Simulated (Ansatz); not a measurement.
Starting cell, TiAl (CuAu type, space group P4/mmm):

```xyz
4
Lattice="5.6258 0.0000 0.0000 0.0000 2.8129 0.0000 0.0000 0.0000 4.0584" Properties=species:S:1:pos:R:3 pbc="T T T"
Al     1.4065     1.4065     2.0292
Al     4.2194     1.4065     2.0292
Ti     0.0000     0.0000     0.0000
Ti     2.8129     0.0000     0.0000
```

The atoms are displaced by Q × the pattern below (from a DFPT mode at X = (0.5, 0.0, 0.0), largest move 1; Q in Å), at fixed cell. (q is in reciprocal vectors of the primitive cell; the cell shown is doubled to hold the pattern.)

```csv
atom,x,y,z
Al1,0.000,-1.000,0.000
Al2,0.000,1.000,0.000
```

Atoms not listed stay in place.

Calculation: r2SCAN (plane waves to 500 eV, PAW, scalar-relativistic; Ansatz, a program for electronic structure). k mesh 8×16×12 (Γ-centred), Fermi-Dirac smearing 0.05 eV. The energy includes the smearing's −TS. With partly filled bands, energies and forces of such displacements shift with the k mesh and the smearing. TiAl is run without spin polarisation. TiAl was relaxed with its symmetry unable to fall. The zero of ΔE is the undisplaced structure. The last digit holds for this mesh only.

```json
[
 {"Q (Å)": "-0.180", "ΔE (meV/cell)": "166.9"},
 {"Q (Å)": "-0.150", "ΔE (meV/cell)": "116.3"},
 {"Q (Å)": "-0.120", "ΔE (meV/cell)": "withheld"},
 {"Q (Å)": "-0.090", "ΔE (meV/cell)": "42.1"},
 {"Q (Å)": "-0.060", "ΔE (meV/cell)": "18.7"},
 {"Q (Å)": "-0.030", "ΔE (meV/cell)": "4.7"},
 {"Q (Å)": "0.000", "ΔE (meV/cell)": "0.0"},
 {"Q (Å)": "0.030", "ΔE (meV/cell)": "4.7"},
 {"Q (Å)": "0.060", "ΔE (meV/cell)": "18.7"},
 {"Q (Å)": "0.090", "ΔE (meV/cell)": "42.1"},
 {"Q (Å)": "0.120", "ΔE (meV/cell)": "withheld"},
 {"Q (Å)": "0.150", "ΔE (meV/cell)": "116.3"},
 {"Q (Å)": "0.180", "ΔE (meV/cell)": "166.9"}
]
```

Fit an even polynomial form (powers 2, 4) to the given rows and predict ΔE at Q = 0.120.

Least squares on the 11 given rows: ΔE = (5210)·Q² + (-1807)·Q⁴, in meV/cell with Q in Å; root-mean-square residual 0.02 meV/cell. At 0.120 the fit gives 74.6 meV/cell; the calculation gives 74.6 meV/cell, the same to the digits shown. The quadratic term alone would give 75.0 meV/cell.

(For displaced atoms, the force is minus the slope of the energy, and its curvature is a force constant, which sets phonon frequencies.)
